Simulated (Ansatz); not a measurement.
A distorted cell of SiO$_{2}$ (rutile):

```
CELL_PARAMETERS angstrom
      4.18475     0.00000     0.00000
      0.00000     4.18475     0.00000
      0.00000     0.00000     2.66845
ATOMIC_POSITIONS crystal
  Si 0.50000 0.50000 0.50000
  Si 0.00000 0.00000 0.00000
  O  0.80610 0.80610 0.50000
  O  0.30610 0.69390 0.00000
  O  0.58876 0.41124 0.00000
  O  0.19390 0.19390 0.50000
```

Level of theory: r2SCAN (plane waves to 500 eV, PAW, scalar-relativistic; Ansatz, a program for electronic structure). k mesh 7×7×10 (Γ-centred), Fermi-Dirac smearing 0.05 eV. Energies are smeared free energies. Compression counts positive. SiO2 was relaxed with its symmetry unable to fall. The PAW data are Ansatz's earlier set.

What forces act on the atoms (eV/Å, Cartesian)?


```tsv
atom	Fx	Fy	Fz
Si1	-8.173	8.173	0.000
Si2	2.444	-2.444	0.000
O3	-0.199	2.342	0.000
O4	-10.210	10.210	0.000
O5	18.480	-18.480	0.000
O6	-2.342	0.199	0.000
```

Give the stress tensor in GPa and the pressure.


```
   53.2    -39.2      0.0
  -39.2     53.2      0.0
    0.0      0.0     86.8
```
The pressure, a third of the trace, is 64.4 GPa.

In it atom 5 sits (-0.440, 0.440, 0.000) Å away from its relaxed site. What is its energy relative to the relaxed cell?

7421 meV/cell.

(For displaced atoms, the force is minus the slope of the energy, and its curvature is a force constant, which sets phonon frequencies.)
